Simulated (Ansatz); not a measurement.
Notes on LaNi₄B

```
B Ni La
1.0
     2.58980    4.48566    0.00000
    -2.58980    4.48566    0.00000
     0.00000    0.00000    6.96558
B Ni La
2 8 2
Cartesian
  0.0000 2.9904 3.4828
  0.0000 5.9809 3.4828
  0.0000 4.4857 1.7832
  1.2949 2.2428 1.7832
  -1.2949 2.2428 1.7832
  -1.2949 2.2428 5.1824
  1.2949 2.2428 5.1824
  0.0000 4.4857 5.1824
  0.0000 2.9904 0.0000
  0.0000 5.9809 0.0000
  0.0000 0.0000 3.4828
  0.0000 0.0000 0.0000
```

The numbers come from plane-wave PAW DFT (Ansatz): r2SCAN, no spin polarisation, 500 eV, 8×8×5 Γ-centred k points, fermi-dirac occupations (width 0.1 eV). Nothing was relaxed.

Q: Which element gives electrons and which takes them?

A: Bader charges in e: La +1.43 to +1.50, Ni -0.29 to -0.23, B -0.49. In the mean La gives up most and B takes most.

Q: Which atom feels the largest force, and which way?

A: The largest is on Ni5 (and as large on other atoms): 2.29 eV/Å, components (0.00, 0.00, 2.29). It makes 41° with the line to a nearest neighbour, B1 at 2.26 Å, pointing towards it.

Q: What do density and ELF say about some of the short contacts?

A: B–Ni at 2.26 Å: least valence density 0.40 e/Å³ and ELF 0.45 there. Ni–Ni at 2.33 Å: least valence density 0.42 e/Å³ and ELF 0.25 there. La–B at 2.99 Å: least valence density 0.16 e/Å³ and ELF 0.15 there. These are pseudo-fields; inside the PAW spheres they differ from the all-electron ones.

Q: Is it stable against the elements?

A: -0.19 eV an atom against the elements' usual phases (free molecules for gases, crystals otherwise, with no correction for O₂ or N₂), so it is bound against them; other compounds may still compete. Relaxing would lower it.

Q: Is the cell too large or too small?

A: The pressure is -5.5 GPa (compression positive), so with the atoms held at these fractions the cell would first shrink; the forces are large, so a full relaxation may end otherwise. The principal stresses -7.7, -7.7, -0.9 GPa differ, so its shape would change too.

Q: Metal or insulator?

A: It is a metal, with about 9 states/eV a cell as the mean within 0.25 eV of the Fermi level, mostly Ni d (73 %).

Origin: a database entry at a rescaled volume. Caveats: no spin polarisation, so a magnetic state may lie lower; forces this large suggest misplaced atoms in the database entry; atoms or cell far from equilibrium; f levels without a U or exact exchange are poorly placed.
